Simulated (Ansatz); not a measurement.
BaSi$_{2}$:
```yaml
crystal:
  lattice:
    - [6.66045, 0.00000, 0.00000]
    - [0.00000, 6.66045, 0.00000]
    - [0.00000, 0.00000, 6.66045]
  atoms:
    - { symbol: Ba, position: [0.62500, 0.37500, 0.87500] }
    - { symbol: Ba, position: [0.37500, 0.87500, 0.62500] }
    - { symbol: Ba, position: [0.87500, 0.62500, 0.37500] }
    - { symbol: Ba, position: [0.12500, 0.12500, 0.12500] }
    - { symbol: Si, position: [0.83137, 0.83137, 0.83137] }
    - { symbol: Si, position: [0.91863, 0.08137, 0.58137] }
    - { symbol: Si, position: [0.66863, 0.16863, 0.33137] }
    - { symbol: Si, position: [0.58137, 0.91863, 0.08137] }
    - { symbol: Si, position: [0.33137, 0.66863, 0.16863] }
    - { symbol: Si, position: [0.41863, 0.41863, 0.41863] }
    - { symbol: Si, position: [0.16863, 0.33137, 0.66863] }
    - { symbol: Si, position: [0.08137, 0.58137, 0.91863] }
```

Relaxed with PBEsol. Special points in fractions of this cell's reciprocal vectors: Γ (0.000, 0.000, 0.000); X (0.000, 0.500, 0.000); M (0.500, 0.500, 0.000); R (0.500, 0.500, 0.500).

Question: List the band energies nearest the Fermi level at these points for DFT-PBEsol in the program Ansatz with PAW potentials.

Answer: In eV from the Fermi level; about four levels below and three above (degenerate sets whole), none deeper than 8.9 eV; points with the same levels are listed once.

| k | below | above |
|---|---|---|
| Γ | -1.47 -0.62 -0.62 -0.62 | 0.47 0.47 0.47 |
| X | -1.77 -1.77 -0.49 -0.49 | 0.50 0.50 1.46 1.46 |
| M | -1.42 -1.42 -1.00 -1.00 | 0.32 0.32 0.76 0.76 |
| R | -1.48 -1.48 -1.48 -1.48 | 0.71 0.71 0.71 0.71 |

Space group P4_332. The workflow started from a Materials Project entry (that database holds measured and hypothetical structures alike); the Crystallography Open Database copy checked does not list it. COD files the formula under space group No. 62, 191, so this cell is another polymorph or a model. Whether it is the stable phase at ambient conditions was not checked. Symmetry was held in the PBEsol relaxation; its stability against distortions is not shown here. Scalar-relativistic: spin–orbit coupling is off unless named, which matters more the heavier the elements.

Potentials: the later of the program's two PAW sets.
